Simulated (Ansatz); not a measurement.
CaMoO4:
```
CELL_PARAMETERS angstrom
     -2.56752     2.56752     5.53124
      2.56752    -2.56752     5.53124
      2.56752     2.56752    -5.53124
ATOMIC_POSITIONS crystal
  Ca 0.50000 0.50000 0.00000
  Ca 0.25000 0.75000 0.50000
  Mo 0.00000 0.00000 0.00000
  Mo 0.75000 0.25000 0.50000
  O  0.15515 0.75494 0.08452
  O  0.50494 0.92042 0.09979
  O  0.67042 0.07062 0.91548
  O  0.82062 0.40515 0.90021
  O  0.59485 0.49506 0.41548
  O  0.24506 0.32958 0.40021
  O  0.07958 0.17938 0.58452
  O  0.92938 0.84485 0.59979
```

Tensor components refer to the Cartesian frame of this cell.

Question: Give the high-frequency dielectric tensor and the Born effective charge tensors of the independent atoms from DFPT, LDA (plane waves, PAW; program Ansatz).

Answer: 
ε∞:
```
4.22  0.00  0.00
0.00  4.22  0.00
0.00  0.00  4.29
```
Z* of atom 1 (Ca), rows: field, columns: displacement, in e:
```
 3.02  -0.21   0.00
 0.21   3.02   0.00
 0.00   0.00   2.69
```
Z* of atom 3 (Mo), rows: field, columns: displacement, in e:
```
 4.56   0.37   0.00
-0.37   4.56   0.00
 0.00   0.00   5.06
```
Z* of atom 5 (O), rows: field, columns: displacement, in e:
```
-1.66   0.71  -0.69
 0.79  -2.13   0.70
-0.54   0.85  -1.94
```

Space group I4_1/a. The first step of the workflow began from a Materials Project structure, measured or hypothetical; the Crystallography Open Database files this formula in space group No. 88, but the cells were not matched. Whether it is the stable phase at ambient conditions was not checked. The cell was relaxed with LDA under the symmetry of its start; its stability against distortions is not shown here. The run is not spin-polarised. No Hubbard U is applied. Spin–orbit coupling is left out wherever it is not named.

Potentials: the later of the program's two PAW sets.
